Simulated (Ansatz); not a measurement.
# Formation energy of Ag₂As (CdCl2 type)

```
CELL_PARAMETERS angstrom
1.52930 -0.88294 6.80966
0.00000 1.76589 6.80966
-1.52930 -0.88294 6.80966
ATOMIC_POSITIONS crystal
As 0.00000 0.00000 0.00000
Ag 0.22268 0.22268 0.22268
Ag 0.77732 0.77732 0.77732
```

The cell comes from a relaxation on PAW files under the same functional, begun from a prototype that needn't be the stable phase.

Computed with Ansatz 0.2.0; functional PBE, scalar-relativistic. Settings: a Γ-centred 13×13×13 k mesh, Fermi–Dirac smearing of 0.05 eV, no spin polarisation. Methods: LAPW: all electrons, basis error target 0.5 meV/atom; PAW: frozen-core files, cutoff 420 eV; crystal datasets: all electrons, by PAW datasets that the program makes for each cell.

The elements are taken as Ag fcc, As grey As, each relaxed on PAW files under the same functional and computed by the same method as the compound; zero-point and thermal terms are left out. PBE lacks dispersion, which leaves layered or molecular solids underbound, be they references or the compound itself.

What is the formation energy by LAPW, and how far do the other methods lie from it?

0.136 eV/atom; PAW -0.1 meV/atom; crystal datasets 0.0 meV/atom. The compound is unstable against these elements; other compounds of the system weren't compared.

Give the LAPW value for one formula unit in kJ/mol.

0.136 eV/atom × 3 atoms × 96.485 kJ/(mol·eV) = 39.4 kJ/mol, at zero temperature and without zero-point motion.

What Bader charges does the PAW density give?

As1 -0.08 e, Ag2 +0.04 e.
